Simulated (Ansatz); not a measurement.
Pt$_{3}$W in space group I4/mmm (No. 139; Pt on 4d, Pt on 2b, W on 2a), LDA in the plane-wave PAW code Ansatz, all energies at zero smearing, with the estimated change up to a 700 eV cutoff added, with one set of potentials and settings (totals compare only within such a set). Cell of 4 atoms (3 Pt, 1 W): -46865.960 eV.

```tsv
element	reference phase	E (eV/atom)
Pt	Fm-3m, 1 atoms in the cell	-12244.9860
W	Im-3m, 1 atoms in the cell	-10129.8416
```

Formation energy per atom, worked out: (-46865.960 − 3×(-12244.9860) − 1×(-10129.8416))/4 = -0.290 eV/atom (-28 kJ per mol of atoms), at 0 K, without zero-point energy or fitted corrections.

The workflow started from a Materials Project entry (that database holds measured and hypothetical structures alike); the Crystallography Open Database copy checked does not list it. Whether it is the stable phase at ambient conditions was not checked. The LDA relaxation kept the symmetry of its start; its stability against distortions is not shown here. The run is not spin-polarised. The references are the lowest solids computed at this level, not always the standard phases. Scalar-relativistic: spin–orbit coupling is off unless named, which matters more the heavier the elements.

Potentials: the later of the program's two PAW sets.
